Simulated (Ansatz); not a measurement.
An Ansatz input:

```yaml
crystal:
  lattice:
    - [-2.0390832558, 2.0390832558, 2.0390832558]
    - [2.0390832558, -2.0390832558, 2.0390832558]
    - [2.0390832558, 2.0390832558, -2.0390832558]
  atoms:
    - { symbol: "Y", position: [0.0, 0.0, 0.0], spin: 0.329 }
hamiltonian:
  xc: mr2scan
  pseudopotentials:
    kind: paw
    azcp:
      "Y": "pseudopotentials/Y.paw.azcp"
basis:
  ecutwfc: 500
  fft_grid_basis: typed
kpoints:
  mp_grid: { grid: [18, 18, 18], shift: [0, 0, 0] }
magnetization:
  spin_polarized: true
scf:
  occupations: { method: fermi_dirac, width: 0.05 }
output:
  stress: true
```

Terminal output

```
Engine: ansatz 0.2.0, x86_64-unknown-linux-gnu
Pseudopotentials: kind: paw
Pseudopotential: Y, paw, valence charge 11, recommended cutoff 500 eV (meta_gga) 
Functional definition: m-r2SCAN
  exchange = m_r2scan_x
  correlation = m_r2scan_c
Crystal: 1 atoms, lattice volume = 33.913 Å³
Basis set: ecut = 500 eV, 887 PW (Γ), exchange–correlation on 108×108×108 points (64 copies of the dense FFT grid, shifted against one another)
Bands: 10, of which v1, the nominal top of the filled ones, is band 6 counted from 1 (5 counted from 0)
Symmetry: 48 space group operations
Space group: Im-3m (ITA 229), of the structure as read, at distance tolerance 3.2e-5 Å
Magnetic group: BNS 229.140 (UNI 1642), of the structure as read, at distance tolerance 3.2e-5 Å
k-points: 195 of 5832
Non-local potential: Y, projectors of the file, l = 0: 3, l = 1: 2, l = 2: 2, l = 3: 1
PAW form: soft (Blöchl's): semilocal exchange-correlation on the pseudo side does not see the compensation charge
PAW frozen core: Y, regenerated for the run's functional (the file was generated under x = pbe(κ = 0.804, μ = 0.2195149727645171), c = pbe(β = 0.06672455060314922))
PAW one-centre angular grid: Y, 590 points (default); XC on 160 Gauss nodes
Initial density: superposition of atomic densities (chi_scale 0.1, normalization cell)
Starting moments: Σ|m| = 0.329 μB on 1 of 1 site
Initial wavefunctions: pseudopotential atomic-orbital guess
Functional: x = mr2scan, c = mr2scan; τ floored in thin density (d = 2e-4 eV/Å³)
iter 1 solved again at ethr=1.55e-3 eV; its pass at ethr=3.10e-3 eV (dr2=1.70e-1 eV) is discarded
SCF iter   1: F=—  HF=-3859.573408 eV  |F-HF|=—  |Δ(HF+E_count)|=         —  Δρ=1.13e-2 (↑1.13e-2 ↓7.57e-3)  dr2=1.74e-1  dr2_τ=8.17e-4  dr2_m=2.40e-3  M=0.330 μB ∫|m|=0.330 μB  β_m=1.00  ethr=1.55e-3  ⟨swp⟩=1.6  Hψ=30352  notcnv=0
Mixer restart at iter 1: flushing history
spin=Collinear: Kerker preconditioning applied to the charge; magnetization (m = ρ↑ − ρ↓) channel mixes plain (no charge-response kernel on spin).
SCF iter   2: F=—  HF=-3859.636584 eV  |F-HF|=—  |Δ(HF+E_count)|=         —  Δρ=8.09e-3 (↑8.09e-3 ↓7.31e-3)  dr2=1.18e-1  dr2_τ=1.65e-4  dr2_m=4.32e-4  M=0.399 μB ∫|m|=0.399 μB  β_m=1.00  ethr=1.55e-3  ⟨swp⟩=2.3  Hψ=6005  notcnv=0
Mixer restart at iter 2: flushing history
SCF iter   3: F=—  HF=-3859.630788 eV  |F-HF|=—  |Δ(HF+E_count)|=   5.80e-3  Δρ=6.27e-3 (↑6.24e-3 ↓6.27e-3)  dr2=7.65e-2  dr2_τ=1.82e-4  dr2_m=6.25e-4  M=0.493 μB ∫|m|=0.493 μB  β_m=1.00  ethr=1.08e-3  ⟨swp⟩=1.0  Hψ=3909  notcnv=0  κ⁻¹=1.0e0(r=1)
SCF iter   4: F=—  HF=-3859.624580 eV  |F-HF|=—  |Δ(HF+E_count)|=   6.21e-3  Δρ=2.44e-3 (↑1.53e-3 ↓2.44e-3)  dr2=1.88e-3  dr2_τ=1.01e-4  dr2_m=5.01e-4  M=0.771 μB ∫|m|=0.771 μB  β_m=1.00  ethr=6.96e-4  ⟨swp⟩=2.8  Hψ=7687  notcnv=0  κ⁻¹=5.3e-3(r=2)
SCF iter   5: F=—  HF=-3859.625254 eV  |F-HF|=—  |Δ(HF+E_count)|=   6.75e-4  Δρ=1.54e-3 (↑1.25e-3 ↓1.54e-3)  dr2=1.18e-3  dr2_τ=3.28e-5  dr2_m=1.56e-4  M=0.731 μB ∫|m|=0.731 μB  β_m=1.00  ethr=1.71e-5  ⟨swp⟩=1.5  Hψ=4190  notcnv=0  κ⁻¹=2.1e-3(r=3)
SCF iter   6: F=—  HF=-3859.626146 eV  |F-HF|=—  |Δ(HF+E_count)|=   8.91e-4  Δρ=4.41e-4 (↑4.41e-4 ↓3.62e-4)  dr2=1.29e-4  dr2_τ=1.48e-6  dr2_m=1.05e-5  M=0.647 μB ∫|m|=0.647 μB  β_m=1.00  ethr=1.07e-5  ⟨swp⟩=2.1  Hψ=5117  notcnv=0  κ⁻¹=3.6e-4(r=4)
SCF iter   7: F=—  HF=-3859.626331 eV  |F-HF|=—  |Δ(HF+E_count)|=   1.85e-4  Δρ=1.94e-4 (↑1.94e-4 ↓1.87e-4)  dr2=3.00e-5  dr2_τ=3.71e-7  dr2_m=3.36e-7  M=0.620 μB ∫|m|=0.620 μB  β_m=1.00  ethr=1.18e-6  ⟨swp⟩=2.8  Hψ=6082  notcnv=0  κ⁻¹=5.3e-5(r=5)
SCF iter   8: F=—  HF=-3859.626054 eV  |F-HF|=—  |Δ(HF+E_count)|=   2.77e-4  Δρ=1.15e-4 (↑1.15e-4 ↓9.89e-5)  dr2=7.00e-6  dr2_τ=2.03e-7  dr2_m=1.46e-6  M=0.627 μB ∫|m|=0.627 μB  β_m=1.00  ethr=2.73e-7  ⟨swp⟩=2.2  Hψ=5394  notcnv=0  κ⁻¹=2.1e-5(r=6)
SCF iter   9: F=—  HF=-3859.626083 eV  |F-HF|=—  |Δ(HF+E_count)|=   2.87e-5  Δρ=5.70e-5 (↑5.70e-5 ↓5.17e-5)  dr2=4.32e-7  dr2_τ=3.95e-8  dr2_m=6.78e-7  M=0.636 μB ∫|m|=0.636 μB  β_m=1.00  ethr=6.36e-8  ⟨swp⟩=2.2  Hψ=6066  notcnv=0  κ⁻¹=2.6e-6(r=7)
SCF iter  10: F=—  HF=-3859.626073 eV  |F-HF|=—  |Δ(HF+E_count)|=   9.80e-6  Δρ=2.67e-5 (↑2.67e-5 ↓2.66e-5)  dr2=1.54e-7  dr2_τ=4.75e-9  dr2_m=8.94e-8  M=0.638 μB ∫|m|=0.638 μB  β_m=1.00  ethr=3.93e-9  ⟨swp⟩=2.1  Hψ=5881  notcnv=0  κ⁻¹=7.7e-7(r=8)
SCF iter  11: F=—  HF=-3859.626061 eV  |F-HF|=—  |Δ(HF+E_count)|=   1.23e-5  Δρ=1.53e-5 (↑1.52e-5 ↓1.53e-5)  dr2=1.26e-8  dr2_τ=4.80e-9  dr2_m=6.43e-8  M=0.639 μB ∫|m|=0.639 μB  β_m=1.00  ethr=1.40e-9  ⟨swp⟩=2.0  Hψ=6230  notcnv=0  κ⁻¹=3.8e-8(r=8)
SCF iter  12: F=—  HF=-3859.626061 eV  |F-HF|=—  |Δ(HF+E_count)|=   7.09e-7  Δρ=5.30e-6 (↑5.30e-6 ↓4.70e-6)  dr2=8.13e-9  dr2_τ=3.45e-10  dr2_m=2.89e-9  M=0.638 μB ∫|m|=0.638 μB  β_m=1.00  ethr=1.14e-10  ⟨swp⟩=2.2  Hψ=6349  notcnv=0  κ⁻¹=3.1e-6(r=8)
SCF iter  13: F=—  HF=-3859.626061 eV  |F-HF|=—  |Δ(HF+E_count)|=   2.08e-8  Δρ=1.30e-6 (↑1.23e-6 ↓1.30e-6)  dr2=5.18e-10  dr2_τ=6.30e-11  dr2_m=9.12e-11  M=0.638 μB ∫|m|=0.638 μB  β_m=1.00  ethr=7.39e-11  ⟨swp⟩=2.0  Hψ=6040  notcnv=0  κ⁻¹=1.5e-7(r=8)
SCF iter  14: F=—  HF=-3859.626061 eV  |F-HF|=—  |Δ(HF+E_count)|=   6.07e-9  Δρ=1.10e-6 (↑1.10e-6 ↓1.06e-6)  dr2=2.27e-10  dr2_τ=4.16e-11  dr2_m=2.00e-10  M=0.638 μB ∫|m|=0.638 μB  β_m=1.00  ethr=4.71e-12  ⟨swp⟩=1.0  Hψ=11539  notcnv=0  κ⁻¹=3.5e-7(r=8)
SCF iter  15: F=-3859.626061 eV  HF=-3859.626061 eV  |F-HF|=3.50e-11  |Δ(HF+E_count)|=   3.20e-9  Δρ=2.73e-7 (↑2.73e-7 ↓2.31e-7)  dr2=1.34e-11  dr2_τ=1.38e-12  dr2_m=1.06e-11  M=0.638 μB ∫|m|=0.638 μB  ethr=2.06e-12  ⟨swp⟩=3.0  Hψ=8184  notcnv=0
SCF 1 converged in 15 iterations: F = -3859.626061 eV  dr2 = 1.34e-11
this state was not tested for a lower state beside it, because the mixer in use, unlike msr1, does not test its closes by its own steps (another_mixer; see scf.mixing.algorithm and scf.lower_state_search)
SCF converged after 15 iterations
Magnetization: 0.6375 μB (5.8188 up, 5.1812 down)
Absolute magnetization: 0.6375 μB (∫|ρ↑−ρ↓|, with the PAW one-centre terms)
Spin contamination: 0.0007 ħ² per cell (⟨S²⟩ above its minimum at these occupations)
Per-site moments (μB) at R_I (Å): [(0.32890979313479, 1.4568657674622831)]
Free energy (F): -3859.626061 eV
Harris-Foulkes:  -3859.626061 eV  (|F-HF|=3.50e-11)
Internal energy: -3859.611889 eV  (E = F + TS)
E sigma→0 (E₀):  -3859.618975 eV
Entropy (-TS):   -0.014172 eV (-14.172 meV/atom)
Fermi energy:    9.134944 eV
--- Per-component energies (eV) ---
  E_band       = -134.987757
  E_kinetic    = 303.401414
  E_local      = -622.936545  (includes V_loc(G=0)·N_el)
  E_nonlocal   = 49.689796
  E_hartree    = 196.607258
  E_xc         = -167.202531
  E_vxc        = -220.872275  (∫ρ·V_xc dr)
  E_paw        = -2841.603728  (= ΣΔE_a)
  E_vpaw       = -49.543053  (= ΣTr[D̂ρ^β])
  E_aug_tail   = 0.000003  (compensation charges beyond the density's cutoff)
  E_vtau       = 12.058352  (kinetic-family band-sum trace: ∫τ·v_τ [+ j·A + Jᵃ·Aᵃ] dr)
  E_ewald      = -777.413604
  E_core_change = -0.153953  (= ΣΔE_core)
  E_smearing   = -0.014172  (= −TS)
  E_closure    = 0.000000  (closes the sum)
  Σ components = -3859.626061   (vs F -3859.626061, Δ=0.00e0)
--- Stress (GPa, compression-positive) ---
        0.052789      -0.000000      -0.000000
        0.000000       0.052789      -0.000000
        0.000000       0.000000       0.052789
  P = ⅓ Tr σ = 0.0528 GPa (0.528 kbar)
```
